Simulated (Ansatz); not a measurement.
**Trial structures of TaRh3N4: starts and ends**

All numbers below come from DFT PBE, scalar-relativistic, plane waves, PAW (Ansatz). All cells share a 420 eV cutoff and Γ-centred k meshes spaced about 0.3 Å⁻¹ or finer (0.25 for metals, 2π included). No spin polarisation in the final relaxations.

Each guess was relaxed in cell and atoms at zero pressure, within the symmetry of its start. All energies are static (0 K, no zero-point motion). Coordination counts N atoms around Rh and Ta (those within 1.25 times the shortest such distance or 1.15 times the sum of covalent radii, 1.27 where that leaves under three).

```csv
guess,made from,start group,V start (Å³/atom),end group,V end (Å³/atom),coordination at the end,gap on mesh (eV),E over the lowest end (meV/atom)
1,a cell proposed by chemical analogy,Pm-3m,11.7,Pm-3m,10.4,"Ta 6, Rh 6",0,144
2,MgZn3S4 type,P-43m,12.9,P-43m,12.6,"Ta 4, Rh 4",0,0
3,a cell proposed by chemical analogy,Pm-3n,11.7,?,?,?,?,?
4,a cell proposed by chemical analogy,I4/mmm,11.7,I4/mmm,10.4,"Ta 6, Rh 6",0,150
```

Guess 3 as it starts:

```cif
data_structure
_symmetry_space_group_name_H-M 'Pm-3n'
_symmetry_Int_Tables_number 223
_cell_length_a 5.7200
_cell_length_b 5.7200
_cell_length_c 5.7200
_cell_angle_alpha 90.000
_cell_angle_beta 90.000
_cell_angle_gamma 90.000
_cell_volume 187.15
loop_
_atom_site_label
_atom_site_type_symbol
_atom_site_symmetry_multiplicity
_atom_site_Wyckoff_symbol
_atom_site_fract_x
_atom_site_fract_y
_atom_site_fract_z
_atom_site_occupancy
Ta1 Ta 2 a 0.50000 0.50000 0.50000 1
Rh1 Rh 6 c 0.50000 0.75000 0.00000 1
N1 N 8 e 0.75000 0.75000 0.75000 1
```

Task: Predict the end of this guess and its energy over the lowest end.

Result: It ends in space group Pm-3n (No. 223), with a = 5.595 Å, 10.9 Å³/atom and no gap. It lies 114 meV/atom over the lowest end, above guess 2 and below guess 1. Counting N atoms around Rh and Ta, this end has Ta 8, Rh 4 and the lowest (guess 2) has Ta 4, Rh 4.

Space group Pm-3n (No. 223). a = 5.595 Å, b = 5.595 Å, c = 5.595 Å, α = 90.00°, β = 90.00°, γ = 90.00°
| atom | site | symmetry | x | y | z |
| --- | --- | --- | --- | --- | --- |
| Ta | 2a | m-3. | 0.5000 | 0.5000 | 0.5000 |
| Rh | 6c | -4m.2 | 0.5000 | 0.7500 | 0.0000 |
| N | 8e | .32 | 0.7500 | 0.7500 | 0.7500 |

Energies over the elements count from the elements' standard structures at the same level (N₂ as a molecule), with no fitted energy shifts.

Task: Is the lowest end bound against the elements?

Result: No: its formation energy is +0.15 eV/atom. The separate elements lie lower, so it is unstable against them.

The k mesh leaves some 4 meV/atom of noise in the energy of each metallic cell. These runs have no spin–orbit coupling, which can matter for Ta. With atoms moved at random, P-43m (by 25 meV/atom) fell into a lower structure. Without a clear test, and held by symmetry: Pm-3n, Pm-3m and I4/mmm. A lower structure may well exist outside this small set. Some structure types and database cells were kept out of the candidates from the start, so a known form may be missing.
